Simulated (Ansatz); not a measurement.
GaAs:
```
CELL_PARAMETERS angstrom
      6.95981     0.00000     0.00000
      0.00000     6.95981     0.00000
      0.00000     0.00000     6.95981
ATOMIC_POSITIONS crystal
  Ga 0.34271 0.34271 0.34271
  Ga 0.65729 0.65729 0.65729
  Ga 0.15729 0.65729 0.84271
  Ga 0.84271 0.34271 0.15729
  Ga 0.84271 0.15729 0.65729
  Ga 0.15729 0.84271 0.34271
  Ga 0.65729 0.84271 0.15729
  Ga 0.34271 0.15729 0.84271
  As 0.14259 0.14259 0.14259
  As 0.85741 0.85741 0.85741
  As 0.35741 0.85741 0.64259
  As 0.64259 0.14259 0.35741
  As 0.64259 0.35741 0.85741
  As 0.35741 0.64259 0.14259
  As 0.85741 0.64259 0.35741
  As 0.14259 0.35741 0.64259
```

Relaxed with r²SCAN. Special points in fractions of this cell's reciprocal vectors: Γ (0.000, 0.000, 0.000); X (0.000, 0.500, 0.000); M (0.500, 0.500, 0.000); R (0.500, 0.500, 0.500); X1 (0.500, 0.000, 0.000).

**Question.** List the band energies nearest the Fermi level at these points for the program Ansatz at the r²SCAN level (PAW).

**Answer.** In eV from the Fermi level; about four levels below and three above (degenerate sets whole), none deeper than 8.9 eV; points with the same levels are listed once.

```tsv
k	below	above
Γ	-0.21 -0.02 -0.02 -0.02	1.98 2.51 2.51 2.51
X	-1.29 -1.29 -0.76 -0.76	0.52 0.52 1.74 1.74
M	-1.29 -1.29 -1.29 -1.29	1.15 1.15 1.15 1.15
R	-2.44 -2.44 -2.44 -2.44	2.18 2.18 2.18 2.18
```

Space group Pa-3. The workflow started from a Materials Project entry (that database holds measured and hypothetical structures alike); the Crystallography Open Database copy checked does not list it. It is not the phase usual at ambient conditions (space group No. 216). The cell was relaxed with r²SCAN under the symmetry of its start; its stability against distortions is not shown here. The Fermi level of a semimetal is unsure by some 0.05 eV on such meshes. Spin–orbit coupling is left out wherever it is not named.

Potentials: the earlier of the program's two PAW sets.
